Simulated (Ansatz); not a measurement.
**InSb3: do energies and stresses tell the same story?**

Computed with DFT PBE+D3(BJ), scalar-relativistic, plane waves, PAW (Ansatz).

Settings: cutoff 420 eV, Γ-centred mesh 10×10×10 on the computed 4-atom cell, Gaussian smearing of 0.10 eV; no spin polarisation.

Relaxed cell: Fm-3m, a = 7.456 Å, b = 7.456 Å, c = 7.456 Å, α = 90.00°, β = 90.00°, γ = 90.00°, 4 atoms in the primitive cell. Whether it is the stable form of this composition wasn't checked.

Energies at zero smearing and pressures from the stress tensor, at volumes with shape and atoms relaxed:
```tsv
V (Å³/atom)	E − E(first) (meV/atom)	P (GPa)
22.796	0.00	10.47
23.573	-42.44	7.12
24.350	-69.99	4.31
25.127	-84.98	1.96
25.904	-89.53	0.00
26.681	-85.26	-1.66
27.458	-73.54	-3.06
28.495	-48.54	-4.55
```

**Question.** Check P = −dE/dV between neighbouring volumes, and get the bulk modulus from the pressures alone.

**Answer.** With 1 eV/Å³ = 160.2 GPa:
```
middle V (Å³/atom)  −ΔE/ΔV (GPa) mean P (GPa)
            23.184         8.750         8.796
            23.961         5.679         5.719
            24.739         3.090         3.139
            25.516         0.938         0.982
            26.293        -0.879        -0.833
            27.070        -2.417        -2.362
            27.977        -3.866        -3.806
```

The two differ by 0.06 GPa at most. The mean of two end pressures misses the average over a step by about ΔV² P″/12, up to 0.05 GPa here; with that taken off 0.04 GPa remains. The stress is the derivative of the free energy, not of the energy at zero smearing, and with free energies 0.00 GPa remains. Around V = 25.904 Å³/atom, the two neighbours give B = −V ΔP/ΔV = 25.904 × 3.63 / 1.554 = 60.5 GPa, against B0 = 60.5 GPa from the Birch–Murnaghan fit of the energies.